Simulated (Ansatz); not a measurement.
Cs2HgSe2:
```cif
data_Cs4Hg2Se4
_chemical_formula_sum 'Hg2 Cs4 Se4'
_space_group_name_H-M_alt 'P 1'
_space_group_IT_number 1
_cell_length_a 8.31874
_cell_length_b 10.46891
_cell_length_c 4.79992
_cell_angle_alpha 90.000
_cell_angle_beta 90.000
_cell_angle_gamma 90.000
loop_
_space_group_symop_operation_xyz
  'x, y, z'
loop_
_atom_site_label
_atom_site_type_symbol
_atom_site_fract_x
_atom_site_fract_y
_atom_site_fract_z
_atom_site_occupancy
Hg1 Hg 0.50000 0.50000 0.00000 1
Hg2 Hg 0.00000 0.00000 0.00000 1
Cs1 Cs 0.39284 0.83302 0.50000 1
Cs2 Cs 0.60716 0.16698 0.50000 1
Cs3 Cs 0.89284 0.66698 0.50000 1
Cs4 Cs 0.10716 0.33302 0.50000 1
Se1 Se 0.23206 0.59361 0.00000 1
Se2 Se 0.76794 0.40639 0.00000 1
Se3 Se 0.73206 0.90639 0.00000 1
Se4 Se 0.26794 0.09361 0.00000 1
```

Relaxed with r²SCAN.

Problem. Which orbitals make up the states near the band edges in DFT-r²SCAN in the program Ansatz with PAW potentials?

Solution. Top 1 eV of the valence band: Se 4p 92 %. Bottom 1 eV of the conduction band: Se 4p 27 %, Cs 6s 18 %, Hg 6s 13 %, outside the projected shells 35 %. Projections are on Löwdin-orthogonalised atomic valence shells; empty p or d shells of many metals are not among them.

Problem. Tabulate the density of states.

Solution. States/eV per cell of 10 atoms, in 0.25 eV bins, energy from the valence-band maximum.

```csv
E (eV),total,Se 4p,Hg 5d,Cs 5p
-7.85,21.72,0.14,0.18,21.25
-7.60,0.00,0.00,0.00,0.00
-7.35,0.00,0.00,0.00,0.00
-7.10,0.00,0.00,0.00,0.00
-6.85,4.18,0.36,3.20,0.11
-6.60,43.82,1.88,39.31,0.93
-6.35,32.00,0.01,31.87,0.09
-6.10,0.00,0.00,0.00,0.00
-5.85,0.00,0.00,0.00,0.00
-5.60,0.00,0.00,0.00,0.00
-5.35,0.00,0.00,0.00,0.00
-5.10,0.00,0.00,0.00,0.00
-4.85,0.00,0.00,0.00,0.00
-4.60,0.00,0.00,0.00,0.00
-4.35,0.00,0.00,0.00,0.00
-4.10,0.00,0.00,0.00,0.00
-3.85,7.97,2.64,0.48,0.11
-3.60,8.03,2.75,0.52,0.07
-3.35,0.00,0.00,0.00,0.00
-3.10,0.00,0.00,0.00,0.00
-2.85,0.00,0.00,0.00,0.00
-2.60,0.00,0.00,0.00,0.00
-2.35,0.00,0.00,0.00,0.00
-2.10,0.00,0.00,0.00,0.00
-1.85,0.28,0.25,0.00,0.00
-1.60,15.44,14.29,0.01,0.14
-1.35,1.99,1.62,0.00,0.03
-1.10,11.04,9.45,0.02,0.18
-0.85,12.83,11.53,0.04,0.19
-0.60,11.45,10.47,0.16,0.16
-0.35,13.70,12.56,0.34,0.19
-0.10,13.26,12.36,0.35,0.14
0.15,0.00,0.00,0.00,0.00
0.40,0.00,0.00,0.00,0.00
0.65,0.00,0.00,0.00,0.00
0.90,0.00,0.00,0.00,0.00
1.15,0.00,0.00,0.00,0.00
1.40,0.00,0.00,0.00,0.00
1.65,0.00,0.00,0.00,0.00
1.90,0.00,0.00,0.00,0.00
2.15,0.00,0.00,0.00,0.00
2.40,0.34,0.11,0.02,0.00
2.65,2.18,0.70,0.08,0.02
2.90,11.74,3.08,0.27,0.06
3.15,4.14,1.10,0.10,0.02
3.40,6.62,1.19,0.09,0.02
3.65,4.66,0.61,0.04,0.01
3.90,4.90,0.68,0.04,0.01
4.15,5.62,0.76,0.05,0.01
4.40,4.51,0.42,0.02,0.01
4.65,3.31,0.10,0.00,0.01
4.90,3.49,0.05,0.00,0.01
5.15,8.00,0.23,0.01,0.02
5.40,10.84,0.30,0.01,0.03
5.65,11.40,0.22,0.01,0.02
5.90,12.28,0.29,0.01,0.02
6.15,11.94,0.31,0.01,0.02
6.40,13.67,0.38,0.01,0.02
6.65,12.52,0.25,0.01,0.01
```

Space group Pbam. The workflow started from an entry of the Crystallography Open Database (COD, 100 K). Its standing as an ambient phase is unchecked. The r²SCAN relaxation kept the symmetry of its start; whether a distortion lowers the energy is not shown. Spin–orbit coupling is left out wherever it is not named.

Potentials: the later of the program's two PAW sets.
